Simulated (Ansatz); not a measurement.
Input:

GaN:
```yaml
crystal:
  lattice:
    - [0.00000, 2.24890, 2.24890]
    - [2.24890, 0.00000, 2.24890]
    - [2.24890, 2.24890, 0.00000]
  atoms:
    - { symbol: N, position: [0.75000, 0.75000, 0.75000] }
    - { symbol: Ga, position: [0.00000, 0.00000, 0.00000] }
```

This is the r²SCAN-relaxed structure. x, y and z are the axes in which the lattice vectors are written.

Problem. All from plane-wave PAW r²SCAN (Ansatz code), unless another level is named. Predict the Debye temperature from the elastic constants.

Solution. 632 K.

Problem. Next, the piezoelectric stress constants (proper, relaxed ions, C/m²)?

Solution. e14 = e25 = e36 = -0.35.

Problem. What about the zero-point energy?

Solution. 78.4 meV/atom.

Problem. Next, the vibrational entropy at 300 K?

Solution. 16.1 J/(K·mol of atoms).

Space group F-43m (zinc blende). Symmetry was held in the r²SCAN relaxation; phonons on a q-mesh show no instability.

Potentials: the later of the program's two PAW sets.
